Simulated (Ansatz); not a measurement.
# Fields on a plane of MgB2 (AlB2 type, space group P6/mmm)

```
CELL_PARAMETERS angstrom
      3.07432     0.00000     0.00000
     -1.53716     2.66244     0.00000
      0.00000     0.00000     3.52754
ATOMIC_POSITIONS crystal
  Mg 0.00000 0.00000 0.00000
  B  0.33333 0.66667 0.50000
  B  0.66667 0.33333 0.50000
```

The slice is a (1 -1 0 0) plane (indices of the conventional cell) through the point (0.667, 0.333, 0.500) (fractional), spanned by u = [110] and v = [001] in vectors of this cell: u (3.07 Å) and v (3.53 Å, at 90° to u). It covers one period; positions are fractions (u, v).

Atoms on it: B at (0.00, 0.00). Other atoms lie within 1 Å of the plane.

The numbers are results of PBE (plane waves to 420 eV, PAW, scalar-relativistic; Ansatz, a first-principles code), not measurements. k mesh 17×17×13. These are valence fields of a PAW run, semicore shells included where kept as valence: close to a nucleus they are smooth pseudo fields. MgB2 was relaxed with its symmetry unable to fall.

```
|xxxxxxxxxx004466666666666666664400xxxxxxxx|
|xxxxxxxxxx115577776666666677775511xxxxxxxx|
|xxxxxxxx0044667777777777777777664400xxxxxx|
|xxxxxx00336677888877777777888877663300xxxx|
|000011446677888888777777778888887766441100|
|444455667788888877777777777788888877665544|
|777777888888887766665555666677888888887777|
|999999998888776655444444445566778888999999|
|999999998877665533222222223355667788999999|
|999999888866553322110000112233556688889999|
|999999887766443311000000001133446677889999|
|999999887766442211000000001122446677889999|
|999999887766443311000000001133446677889999|
|999999888866553322110000112233556688889999|
|999999998877665533222222223355667788999999|
|999999998888776655444444445566778888999999|
|777777888888887766665555666677888888887777|
|444455667788888877777777777788888877665544|
|000011446677888888777777778888887766441100|
|xxxxxx00336677888877777777888877663300xxxx|
|xxxxxxxx0044667777777777777777664400xxxxxx|
|xxxxxxxxxx115577776666666677775511xxxxxxxx|
|xxxxxxxxxx004466666666666666664400xxxxxxxx|
|xxxxxxxxxx004466666655556666664400xxxxxxxx|
```
Scale: ten equal steps from 0.00 (start of '0') to 8.80 (end of '9'), in the order '0123456789'. Values: electrostatic potential energy of an electron, from the cell's mean, in eV. The map has 21 points along u (two characters each, u = 0 at the left) and 24 along v (v = 0 in the bottom row). Points within 0.7 Å of a nucleus are blanked (x), as the pseudised field means little there. Values under 0 eV are set to 0. The zero, the cell's mean, hangs on the PAW cores.

```tsv
v \ u	0.00	0.10	0.19	0.29	0.38	0.48	0.57	0.67	0.76	0.86	0.95
0.88	-0.2	-0.2	-0.2	-0.3	-0.4	-0.5	-0.5	-0.4	-0.3	-0.2	-0.2
0.75	-0.5	-0.5	-0.5	-0.6	-0.6	-0.7	-0.7	-0.6	-0.6	-0.5	-0.5
0.62	-0.8	-0.8	-0.8	-0.8	-0.8	-0.8	-0.8	-0.9	-0.8	-0.8	-0.8
0.50	-1.0	-1.0	-1.0	-1.0	-0.9	-0.8	-0.8	-0.9	-1.0	-1.0	-1.0
0.38	-0.8	-0.8	-0.8	-0.8	-0.8	-0.8	-0.8	-0.9	-0.8	-0.8	-0.8
0.25	-0.5	-0.5	-0.5	-0.6	-0.6	-0.7	-0.7	-0.6	-0.6	-0.5	-0.5
0.12	-0.2	-0.2	-0.2	-0.3	-0.4	-0.5	-0.5	-0.4	-0.3	-0.2	-0.2
0.00	-0.6	-0.2	-0.1	-0.2	-0.3	-0.4	-0.4	-0.3	-0.2	-0.1	-0.4
```

Values: log₁₀ of the valence density in e/Å³. The scale is logarithmic, as a density can span decades between atoms and voids.
